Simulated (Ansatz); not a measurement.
## HfC, first-principles data

HfC:
```cif
data_CHf
_chemical_formula_sum 'Hf1 C1'
_space_group_name_H-M_alt 'P 1'
_space_group_IT_number 1
_cell_length_a 3.55439
_cell_length_b 3.55439
_cell_length_c 3.55439
_cell_angle_alpha 60.000
_cell_angle_beta 60.000
_cell_angle_gamma 60.000
loop_
_space_group_symop_operation_xyz
  'x, y, z'
loop_
_atom_site_label
_atom_site_type_symbol
_atom_site_fract_x
_atom_site_fract_y
_atom_site_fract_z
_atom_site_occupancy
Hf1 Hf 0.00000 0.00000 0.00000 1
C1 C 0.25000 0.25000 0.25000 1
```

Space group F-43m (No. 216), zinc blende; conventional cell a = b = c = 5.027 Å, α = β = γ = 90.00°.

Method: r²SCAN (plane waves, PAW; program Ansatz). Structure relaxed to zero pressure with the same functional. Other levels are named where they apply.

**Cell and energy**

- Volume per atom = 15.88 Å³
- Density = 9.96 g/cm³
- Formation energy from the elements (no fitted shifts) = -0.45 eV/atom

**Electronic structure**

- Band gap = 0.57 eV (direct)
- Valence-band maximum = at W
- Conduction-band minimum = at W (6 equivalent valleys)
- Electron effective mass = 0.34, 0.34, 3.2 mₑ (principal values)
- Electron effective mass with spin–orbit coupling = 0.30, 0.30, 2.6 mₑ (principal values)
- Weight of the conduction-edge state by species (Voronoi cells) = Hf 75 %, C 25 %
- Hole effective mass = 0.52, 0.52, 9.5 mₑ (principal values)
- Hole effective mass with spin–orbit coupling = 1.4, 1.4, 4.3 mₑ (principal values)
- Weight of the valence-edge state by species (Voronoi cells) = C 79 %, Hf 21 %
- HSE06 gap on the r²SCAN cell = 0.97 eV
- Gap with spin–orbit coupling = 0.43 eV

**Mechanics**

- Bulk modulus (Birch–Murnaghan fit): 164 GPa
- Pressure derivative B′: 3.6
- Elastic constants (relaxed ions, GPa): C11 = 191, C12 = 150, C44 = 68.5
- Mechanical stability: stable (all eigenvalues of C positive)
- Hill bulk and shear moduli: 164 and 42.2 GPa
- Young's modulus: 117 GPa
- Poisson's ratio: 0.38
- Debye temperature from the elastic constants: 275 K

**Charges**

- Bader charges = Hf +2.06, C -2.06 e

The start of the workflow was typed in or built on a structure type; neither database checked (COD, Materials Project) lists it. It is not the phase usual at ambient conditions (space group No. 225). Symmetry was held in the r²SCAN relaxation; whether a distortion lowers the energy is not shown. No spin polarisation was allowed. The references are the lowest solids computed at this level, not always the standard phases. Spin–orbit coupling is left out wherever it is not named.

Potentials: the earlier of the program's two PAW sets.
